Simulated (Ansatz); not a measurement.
Si:
Space group C2/m (No. 12); a = 13.804 Å, b = 3.840 Å, c = 6.326 Å, α = γ = 90.00°, β = 96.77°

```json
[
 {"atom": "Si", "site": "4i", "symmetry": "m", "x": "0.0553", "y": "0.0000", "z": "0.8733"},
 {"atom": "Si", "site": "4i", "symmetry": "m", "x": "0.4409", "y": "0.0000", "z": "0.3467"},
 {"atom": "Si", "site": "4i", "symmetry": "m", "x": "0.2125", "y": "0.0000", "z": "0.0570"},
 {"atom": "Si", "site": "4i", "symmetry": "m", "x": "0.2730", "y": "0.0000", "z": "0.4143"}
]
```
(The calculation used a cell of 8 atoms; values per cell refer to that cell.)

Relaxed at zero pressure with DFT-PBEsol in the program Ansatz with PAW potentials.

Problem. The volume is lowered by 9 % and shape and atoms relax at that volume. What pressure results, and how do the axes share the change?

Solution. 9.6 GPa; a -4.1 %, b -3.0 %, c -2.3 %; the energy rises by 52 meV/atom.

Problem. Give the new structure.

Solution. 
Space group C2/m (No. 12); a = 13.2346 Å, b = 3.7261 Å, c = 6.1829 Å, α = γ = 90.00°, β = 96.36°

```json
[
 {"atom": "Si", "site": "4i", "symmetry": "m", "x": "0.0524", "y": "0.0000", "z": "0.8681"},
 {"atom": "Si", "site": "4i", "symmetry": "m", "x": "0.4422", "y": "0.0000", "z": "0.3479"},
 {"atom": "Si", "site": "4i", "symmetry": "m", "x": "0.2103", "y": "0.0000", "z": "0.0564"},
 {"atom": "Si", "site": "4i", "symmetry": "m", "x": "0.2719", "y": "0.0000", "z": "0.4128"}
]
```

The phase is kept; no other phase was compared at this pressure.

The first step of the workflow began from a Materials Project structure, measured or hypothetical; the Crystallography Open Database copy checked does not list it. It is not the phase usual at ambient conditions (space group No. 227). Symmetry was held in the PBEsol relaxation; whether a distortion lowers the energy is not shown.

Potentials: the later of the program's two PAW sets.
